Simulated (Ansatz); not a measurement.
**4 guesses for SiSn2Ge3 and where they end**

The calculation used DFT PBE, scalar-relativistic, plane waves, PAW in Ansatz. Settings: cutoff 420 eV, Γ-centred meshes spaced at most about 0.3 Å⁻¹, and about 0.25 Å⁻¹ or finer for metals (2π included), Gaussian smearing. No spin polarisation in the final relaxations.

Each guess was relaxed in cell and atoms at zero pressure, within the symmetry of its start. All energies are static (0 K, no zero-point motion). Coordination counts Ge or Si atoms around Sn (for each partner element, those within 1.25 times its shortest distance or 1.15 times the sum of covalent radii, where it is the nearest in units of that sum or under 1.3; the shortest distance is added where it exceeds 1.18 times the sum of covalent radii).

```
guess      made from  start group  V start (Å³/atom)  end group  V end (Å³/atom)  coordination at the end  gap on mesh (eV)  E over the lowest end (meV/atom)
    1    random cell       I4/mmm               22.3     I4/mmm             27.0                     Sn 4                 0                               306
    2  Li3LaBi2 type        P-3m1               24.5     P6/mmm             21.9                     Sn 5                 0                                 0
    3  ErCo3Ge2 type         P6mm               20.0          ?                ?                        ?                 ?                                 ?
    4   YbB2Ru3 type       P6/mmm               21.5     P6/mmm             23.9          Sn 9 from 3.2 Å                 0                               202
```

Guess 3 as it starts:

Space group P6mm (No. 183). a = 5.822 Å, b = 5.822 Å, c = 4.089 Å, α = 90.00°, β = 90.00°, γ = 120.00°
```
atom  site  symmetry       x       y       z
  Si    1a       6mm  0.0000  0.0000  0.8888
  Sn    2b       3m.  0.6667  0.3333  0.9631
  Ge    3c       2mm  0.5000  0.5000  0.4595
```

Task: Predict the end of this guess and its energy over the lowest end.

Result: It ends in space group P6mm (No. 183), with a = 5.534 Å, c = 5.560 Å, 24.6 Å³/atom and no gap. It lies 115 meV/atom over the lowest end, above guess 2 and below guess 4. Counting Ge or Si atoms around Sn, this end has Sn 6 from 3.2 Å and the lowest (guess 2) has Sn 5.

```yaml
crystal:
  lattice:
    - [5.53411, 0.00000, 0.00000]
    - [-2.76705, 4.79268, 0.00000]
    - [0.00000, 0.00000, 5.55976]
  atoms:
    - { symbol: Si, position: [0.00000, 0.00000, 0.66525] }
    - { symbol: Sn, position: [0.66667, 0.33333, 0.00785] }
    - { symbol: Sn, position: [0.33333, 0.66667, 0.00785] }
    - { symbol: Ge, position: [0.50000, 0.50000, 0.50423] }
    - { symbol: Ge, position: [0.50000, 0.00000, 0.50423] }
    - { symbol: Ge, position: [0.00000, 0.50000, 0.50423] }
```

Energies over the elements count from the elements' standard structures at the same level, with no fitted energy shifts. The references include grey tin.

Task: Is the lowest end bound against the elements?

Result: No: its formation energy is +0.31 eV/atom. It can't be a ground state, since the elements alone are lower.

Cells relaxed within their symmetry can be saddle points. A lower structure may well exist outside this small set. Some candidate types were left out of the draw beforehand, so a known form may be missing.
